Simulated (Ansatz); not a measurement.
SrMnGe:
```
CELL_PARAMETERS angstrom
      4.45811     0.00000     0.00000
      0.00000     4.45811     0.00000
      0.00000     0.00000     7.46360
ATOMIC_POSITIONS crystal
  Mn 0.00000 0.00000 0.00000
  Mn 0.50000 0.50000 0.00000
  Sr 0.50000 0.00000 0.66719
  Sr 0.00000 0.50000 0.33281
  Ge 0.50000 0.00000 0.20200
  Ge 0.00000 0.50000 0.79800
```
Starting moments (μB, in the order of the atoms Mn Mn Sr Sr Ge Ge): 4.5 4.5 0.0 0.0 0.0 0.0.

Relaxed with r²SCAN. Special points in fractions of this cell's reciprocal vectors: Γ (0.000, 0.000, 0.000); X (0.000, 0.500, 0.000); M (0.500, 0.500, 0.000); Z (0.000, 0.000, 0.500); R (0.000, 0.500, 0.500); A (0.500, 0.500, 0.500).

**Question.** List the band energies nearest the Fermi level at these points for DFT-r²SCAN in the program Ansatz with PAW potentials.

**Answer.** In eV from the Fermi level; about four levels below and three above (degenerate sets whole), none deeper than 8.9 eV; points with the same levels are listed once.

```tsv
k	below	above
Γ ↑	-2.91 -1.60 -1.60 -0.17	0.07 0.94 1.20
X ↑	-1.68 -1.68 -0.23 -0.23	2.37 2.37 2.56 2.56
M ↑	-2.02 -2.02 -2.01 -2.01	0.44 0.44 2.32 2.32
Z ↑	-2.74 -1.69 -1.69 -1.07	0.06 0.86 1.24 1.24
R ↑	-0.75 -0.75 -0.38 -0.38	0.95 0.95 2.55 2.55
A ↑	-2.30 -2.30 -1.97 -1.97	0.75 0.75 4.06 4.06
Γ ↓	-1.67 -1.67 -1.63 -1.63 -0.25	0.01 0.78 0.89
X ↓	-2.17 -2.17 -1.86 -1.86	0.39 0.39 0.58 0.58
M ↓	-1.80 -1.80 -0.28 -0.28	0.31 0.31 1.26 1.26
Z ↓	-1.71 -1.71 -1.59 -1.59	0.02 0.27 0.54
R ↓	-1.87 -1.87 -1.87 -1.87	0.43 0.43 0.64 0.64
A ↓	-2.36 -2.36 -1.98 -1.98	0.25 0.25 0.62 0.62
```

Space group P4/nmm. The workflow started from an entry of the Crystallography Open Database (COD). Its standing as an ambient phase is unchecked. The cell was relaxed with r²SCAN under the symmetry of its start; its stability against distortions is not shown here. Spin order of the final state: ferromagnetic, the only order run, not a proven ground state. The program gave a warning on the electronic state, which may not be the lowest. For itinerant 3d metals, meta-GGAs of the SCAN family and hybrids are commonly reported to give too large moments. Spin–orbit coupling is left out wherever it is not named.

Potentials: the later of the program's two PAW sets.
